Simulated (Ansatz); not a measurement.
# BN: Electric field gradients

The cell is a structure deposited in the COD, whose atoms a relaxation with PBE at fixed cell left in place.

```xyz
4
Lattice="2.5400 0.0000 0.0000 -1.2700 2.1997 0.0000 0.0000 0.0000 6.5980" Properties=species:S:1:pos:R:3 pbc="T T T"
B     0.0000    1.4665    1.6495
B     1.2700    0.7332    4.9485
N     0.0000    1.4665    4.9485
N     1.2700    0.7332    1.6495
```

Sites (sets of like atoms) are named by element and the number of their first atom in this list.

The numbers come from a DFT calculation in Ansatz (PBE, plane waves and PAW, scalar-relativistic, 420 eV cutoff, Γ-centred 13×13×5 k-points, Fermi–Dirac smearing 0.02 eV).

V_zz is the principal component of the electric field gradient with the largest magnitude, η = (V_xx − V_yy)/V_zz and C_Q = eQV_zz/h. Directions are in the Cartesian axes of the cell vectors above, for the atom listed; none is given where the gradient is under 0.02 or η is above 0.95.

| site | first atom | first shell | V_zz (10²¹ V/m²) | η | direction of V_zz (x, y, z) |
| --- | --- | --- | --- | --- | --- |
| B | 1 | 3 N at 1.47 Å | 2.74 | 0.00 | 0.00 0.00 1.00 |
| N | 3 | 3 B at 1.47 Å | -0.78 | 0.00 | 0.00 0.00 1.00 |

An axis of threefold or higher order runs through B and N, so V_zz lies along it and η is zero.

At this cell the PBE pressure is -6 GPa (principal stresses up to 11 GPa in size), so it isn't the equilibrium cell of PBE. The entry's cell may itself be off.

The relaxation (1 step) took 2.1 s of wall time (2.1 s of CPU time) and 0.41 GiB at its peak, on 1 thread of Intel Xeon Platinum 8488C (Sapphire Rapids) (x86_64; 16 cores open to the job, memory cap 3.0 GiB, no GPU), a shared host with a load of 0.3 a core.
